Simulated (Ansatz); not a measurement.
CaO (rock salt) is sheared across one {110} plane: the third cell vector gains the shift, so faults repeat every 5.1 Å. The cut lies between planes 1.70 Å apart; the cell height is held.

```xyz
6
Lattice="3.3904 0.0000 0.0000 0.0000 4.7948 0.0000 1.6952 2.3974 5.0856" Properties=species:S:1:pos:R:3 pbc="T T T"
O      1.4127     1.9978     4.2380
O      1.4127     1.9978     0.8476
O      3.1079     4.3952     2.5428
Ca     1.4127     4.3952     4.2380
Ca     1.4127     4.3952     0.8476
Ca     3.1079     1.9978     2.5428
```

In-plane vectors a = (3.390, 0.000) Å, b = (0.000, 4.795) Å, area 16.26 Å². The shift is s times the vector b (length 4.795 Å), so s = 1 restores the start. The shift is rigid: no atom relaxes. γ = [E(shift) − E(0)] / area.

The numbers are results of r2SCAN (plane waves to 500 eV, PAW, scalar-relativistic; Ansatz, a first-principles code), not measurements. k mesh 9×9×9 (Γ-centred), Fermi-Dirac smearing 0.05 eV. Energies are extrapolated to zero smearing. Compression counts positive. Faults lie only 5.1 Å apart, and holding the cell height and the atoms raises γ above its relaxed value. Left out: 5 of 12 points, with atoms too close for the PAW data. CaO was relaxed with its symmetry unable to fall. The zero of γ is zero shift.

**Question.** Predict the γ (J/m²) and σ normal to the fault (GPa) at s = 0.083, 0.167, 0.250, 0.750, 0.833, 0.917.

**Answer.** 
```
s      γ (J/m²)  σ normal to the fault (GPa)
-----  --------  ---------------------------
0.083      0.45                         -0.7
0.167      1.75                         -1.6
0.250      3.73                         -0.5
0.750      3.73                         -0.5
0.833      1.75                         -1.6
0.917      0.45                         -0.7
```

(The slope of γ gives the shear force per area between the displaced halves; near zero shift its curvature is an elastic stiffness.)
